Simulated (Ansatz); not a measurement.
YNiGe in space group Pnma (No. 62; Y on 4c, Ni on 4c, Ge on 4c), DFT-r²SCAN in the program Ansatz with PAW potentials, all energies at zero smearing, with the estimated change up to a 700 eV cutoff added, with one set of potentials and settings (totals compare only within such a set). Cell of 12 atoms (4 Y, 4 Ni, 4 Ge): -56041.758 eV.

| element | reference phase | E (eV/atom) |
|---|---|---|
| Y | P6_3/mmc, 2 atoms in the cell | -3859.7073 |
| Ni | Fm-3m, 1 atoms in the cell, spin-polarised | -5845.2912 |
| Ge | Fd-3m, 2 atoms in the cell | -4302.9041 |

Formation energy per atom, worked out: (-56041.758 − 4×(-3859.7073) − 4×(-5845.2912) − 4×(-4302.9041))/12 = -0.846 eV/atom (-82 kJ per mol of atoms), at 0 K, without zero-point energy or fitted corrections.

The first step of the workflow began from a Materials Project structure, measured or hypothetical; the Crystallography Open Database copy checked does not list it. With Ni and Ge taken as one species the cell has the higher symmetry Imma, so it may be an ordered model of a mixed-site phase. Its standing as an ambient phase is unchecked. The r²SCAN relaxation kept the symmetry of its start; its stability against distortions is not shown here. No spin polarisation was allowed. The references are the lowest solids computed at this level, not always the standard phases.

Potentials: the later of the program's two PAW sets.
